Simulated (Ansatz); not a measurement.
Here is an unrelaxed guess for BaH.

```xyz
2
Lattice="-2.1056 2.1056 2.8092 2.1056 -2.1056 2.8092 2.1056 2.1056 -2.8092" Properties=species:S:1:pos:R:3 pbc="T T T"
Ba    0.0000    0.0000    0.0000
H     2.1056    0.0000    1.4046
```

Method: DFT PBE, scalar-relativistic, plane waves, PAW (Ansatz 0.2.0). Cutoff 420 eV; k points 6×6×6 on the computed 2-atom cell (Γ-centred); Gaussian smearing, width 0.10 eV; no spin polarisation.

Formation energies are uncorrected and refer to the elements' standard structures at the same level (H₂ as a molecule).

Problem. Estimate its pressure, forces and energy as it stands.

Solution. The pressure is 3.5 GPa (the mean over three directions, positive in compression), the largest force is 0.00 eV/Å (symmetry fixes the atoms), and the energy is −0.21 eV/atom against the elements. The shortest distance is 2.53 Å.

Problem. Is it a good guess?

Solution. A fair one: relaxing gains under 0.1 eV/atom (the start's value is from the coarse mesh, so the gain is rough) in 11 ionic steps and ends at −0.25 eV/atom on the finer mesh. The symmetry goes from I-4m2 (No. 119) to F-43m (No. 216). The end has the zinc blende type. The volume per atom grows by 16.1 %, from 24.9 to 28.9 Å³. The shortest distance goes from 2.53 Å (Ba–H) to 2.66 Å (Ba–H). Conventional cell: a = 6.140 Å. Around Ba lie 4 H at 2.66 Å; around H lie 4 Ba at 2.66 Å.

The last run used an 18×18×18 mesh for its 2-atom cell and Gaussian smearing of 0.10 eV. The cell is a metal run without spin; a magnetic state may lie lower. With hydrogen, zero-point motion can shift formation energies by some tens of meV/atom. The relaxation can't lower the symmetry of the start, and the grade says only how near the guess is to its own end. A structure relaxed within its symmetry needn't be a true minimum. Another cell of BaH relaxed alike, in P6_3/mmc, lies 12 meV/atom lower, so this cell isn't the stable form at this level.
